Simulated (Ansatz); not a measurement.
## MoS2 with Se replacing S: which input changes reach the field gradients?

Cell: a supercell of MoS2 (space group P6_3/mmc) built from an entry of the Crystallography Open Database (COD), with all atoms left at the host's positions.

```cif
data_structure
_symmetry_space_group_name_H-M 'P 1'
_symmetry_Int_Tables_number 1
_cell_length_a 9.5070
_cell_length_b 6.3380
_cell_length_c 12.3240
_cell_angle_alpha 90.000
_cell_angle_beta 90.000
_cell_angle_gamma 120.000
_cell_volume 643.10
loop_
_atom_site_label
_atom_site_type_symbol
_atom_site_fract_x
_atom_site_fract_y
_atom_site_fract_z
_atom_site_occupancy
Mo1 Mo 0.11111 0.33333 0.25000 1
Mo2 Mo 0.11111 0.83333 0.25000 1
Mo3 Mo 0.44444 0.33333 0.25000 1
Mo4 Mo 0.44444 0.83333 0.25000 1
Mo5 Mo 0.77778 0.33333 0.25000 1
Mo6 Mo 0.77778 0.83333 0.25000 1
Mo7 Mo 0.22222 0.16667 0.75000 1
Mo8 Mo 0.22222 0.66667 0.75000 1
Mo9 Mo 0.55556 0.16667 0.75000 1
Mo10 Mo 0.55556 0.66667 0.75000 1
Mo11 Mo 0.88889 0.16667 0.75000 1
Mo12 Mo 0.88889 0.66667 0.75000 1
Se13 Se 0.11111 0.33333 0.62300 1
S14 S 0.11111 0.83333 0.62300 1
S15 S 0.44444 0.33333 0.62300 1
S16 S 0.44444 0.83333 0.62300 1
S17 S 0.77778 0.33333 0.62300 1
S18 S 0.77778 0.83333 0.62300 1
S19 S 0.22222 0.16667 0.12300 1
S20 S 0.22222 0.66667 0.12300 1
S21 S 0.55556 0.16667 0.12300 1
S22 S 0.55556 0.66667 0.12300 1
S23 S 0.88889 0.16667 0.12300 1
S24 S 0.88889 0.66667 0.12300 1
S25 S 0.11111 0.33333 0.87700 1
S26 S 0.11111 0.83333 0.87700 1
S27 S 0.44444 0.33333 0.87700 1
S28 S 0.44444 0.83333 0.87700 1
S29 S 0.77778 0.33333 0.87700 1
S30 S 0.77778 0.83333 0.87700 1
S31 S 0.22222 0.16667 0.37700 1
S32 S 0.22222 0.66667 0.37700 1
S33 S 0.55556 0.16667 0.37700 1
S34 S 0.55556 0.66667 0.37700 1
S35 S 0.88889 0.16667 0.37700 1
S36 S 0.88889 0.66667 0.37700 1
```

Atoms are numbered from 1 in the order listed; like atoms form one site, named after its first atom.

Reference run. All values are calculated (Ansatz; DFT, PBE, plane waves and PAW, scalar-relativistic, 420 eV cutoff, Γ-centred 3×4×2 k-points, Fermi–Dirac smearing 0.01 eV), not measured.

It gives V_zz (10²¹ V/m²) Se -13.09 (η 0.00), Mo8 -8.03 (η 0.04), S14 -5.42 (η 0.11), among others. Each of these runs changes the input as listed (caps on SCF iterations aside):

A. kpoints.mp_grid.grid: [3, 4, 2] → [2, 2, 1]; hamiltonian.dispersion: not typed → d3bj
B. basis.ecutwfc: not typed → 80 eV

**Question.** How does each run end, and how far do the gradients move?

**Answer.** 

```json
{"run": "A", "Se V_zz (η)": "-13.34 (0.01)", "Mo8 V_zz (η)": "-8.24 (0.04)", "S14 V_zz (η)": "-5.52 (0.12)", "largest change of a gradient tensor, all atoms": "0.29", "note": "converged; mesh coarser than the reference's"}
{"run": "B", "Se V_zz (η)": "0.50 (0.67)", "Mo8 V_zz (η)": "10.99 (0.06)", "S14 V_zz (η)": "-2.55 (0.16)", "largest change of a gradient tensor, all atoms": "16.11", "note": "converged; cutoff below the recommended one; no gap left; on Se the largest value lies along another axis"}
```

Run B moves them most, on Mo11 (V_zz from -8.01 to 11.22). Run B holds a cutoff far too low, so its numbers aren't properties of the crystal.

In run A the shift comes from kpoints.mp_grid.grid: the other keys steer the path to self-consistency or leave the density as it is.

On the reference run: The defect repeats with the cell of 36 atoms, so it feels its images: sites between two images don't show the values beside a lone defect, and zeros or small values of η there can come from the images' arrangement. Mo and S carry a gradient in the pure host already, so the values there aren't the defect's effect alone. Without spin–orbit coupling (the program notes it for Mo) the gradients can shift somewhat, as the gap is small. The neighbours have not yet relaxed around the defect (largest force 2.9 eV/Å), so a real crystal will differ.
